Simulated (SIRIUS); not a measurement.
Input and output of a self-consistent single point for a model cell of Rb (Pm-3m, 1 atom in the cell; prototype structure) (SIRIUS).

Method: PBE, GBRV PBE ultrasoft pseudopotentials (plane waves; SIRIUS).

```yaml
crystal:
  lattice:
    - [4.56843, 0.00000, 0.00000]
    - [0.00000, 4.56843, 0.00000]
    - [0.00000, 0.00000, 4.56843]
  atoms:
    - { symbol: Rb, position: [0.00000, 0.00000, 0.00000] }
```

Reference input (self-consistent single point, DFT, PBE, plane waves, GBRV PBE ultrasoft pseudopotentials): parameters.ngridk = 10 10 10; parameters.xc_functionals = [XC_GGA_X_PBE, XC_GGA_C_PBE]; parameters.gk_cutoff = 6.325 1/bohr; parameters.pw_cutoff = 14.143 1/bohr; parameters.smearing = gaussian; parameters.smearing_width = 0.00183747 Ha; potentials = GBRV PBE ultrasoft pseudopotentials; parameters.electronic_structure_method = pseudopotential; parameters.num_bands = 9; parameters.num_mag_dims = 0; parameters.num_dft_iter = 100; parameters.energy_tol = 1e-07 Ha. This run's input differs from it in these lines:

```diff
@@ -16,3 +16,3 @@
     "pw_cutoff": 14.143,
-    "ngridk": [10, 10, 10],
+    "ngridk": [1, 1, 1],
     "smearing": "gaussian",
```

Output (repeated stretches shortened):

```
[find] density tolerance         : 1e-06
[find] total energy tolerance    : 1e-07
[find] iter_solver_tol (initial) : 0.01
[find] iter_solver_tol (target)  : 1e-13
[find] num_dft_iter              : 100
Charges and magnetic moments
--------------------------------------------------------------------------------
total charge          : 9.000000
[find] | SCF iteration   0 out of 100|
[diagonalize] iterative solver tolerance (occupied, empty): 0.01 0.01
[diagonalize] average number of iterations: 1
[find] Charges and magnetic moments
[find] total charge          : 9.000000
[find] Energy
[find] smearing (-TS)                 :      -0.00103668
   [... lines left out ...]
[find] Charges and magnetic moments
[find] total charge          : 9.000000
[find] Energy
[find] smearing (-TS)                 :      -0.00103668
[find] Total energy                   :     -26.60781980 (Ha),     -53.21563961 (Ry)
[find] Free energy (E-TS)             :     -26.60885649 (Ha),     -53.21771297 (Ry)
[find] band gap (eV)                  :       0.00000000
[find] Efermi                         :      -0.00258906
[find] iteration : 19, RMS (target) : 3.5564e-07 (1.0000e-06) , energy difference (target) : -6.5370e-13 (1.0000e-07)
[find] bands are converged : true
[find] iterative solver converged : false
[find] converged after 20 SCF iterations!
[find] Charges and magnetic moments
[find] total charge          : 9.000000
[find] Energy
[find] smearing (-TS)                 :      -0.00103668
[find] Total energy                   :     -26.60781980 (Ha),     -53.21563961 (Ry)
[find] Free energy (E-TS)             :     -26.60885649 (Ha),     -53.21771297 (Ry)
[find] band gap (eV)                  :       0.00000000
[find] Efermi                         :      -0.00258906
[ground_state] === stress tensor components [kbar] ===
[ground_state] === stress_total ===
[ground_state]    -1.039986   -0.000000   -0.000000
[ground_state]    -0.000000   -1.039986    0.000000
[ground_state]    -0.000000    0.000000   -1.039986
[ground_state] ==== total Forces in Ha/bohr =====
[ground_state] atom:    0, force:       0.0000000      0.0000000      0.0000000
```

The run converged in 20 iterations. SIRIUS prints the stress tensor with tension positive. Against the reference run the free energy goes down by 927 meV/atom and the pressure hardly changes (0.08 to 0.10 GPa).

Lattice and positions were typed or generated, without prior relaxation. This run is one point of a test of settings, so its values need not be converged; read them against the reference run alone. With one or two k-points the zone of this small cell is coarsely sampled: energies, forces and stress carry that error and can break the symmetry, so a converged loop does not mean converged values.

The gap that the log prints is read on the run's mesh, which can miss the band edges or a crossing.
